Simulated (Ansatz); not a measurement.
FeS₂ in space group Pa-3 (No. 205; Fe on 4a, S on 8c), the program Ansatz at the LDA level (PAW): ε∞ = 20.5, cell volume 147.57 Å³. Infrared-active transverse modes:

| ω_TO (cm⁻¹) | oscillator strength S_xx (e²/amu) |
|---|---|
| 228.7 | 0.01676 |
| 314.5 | 0.1386 |
| 372.3 | 0.4434 |
| 390.8 | 0.1291 |
| 420.6 | 3.190 |

Problem. Compute the static dielectric constant.

Solution. Each mode adds (4.921e7/V) S/ω²: 0.11, 0.47, 1.07, 0.28, 6.01. So ε0 = 28.4.

Symmetry was held in the LDA relaxation; phonons on a q-mesh show no instability. No spin polarisation was allowed.

Potentials: the later of the program's two PAW sets.
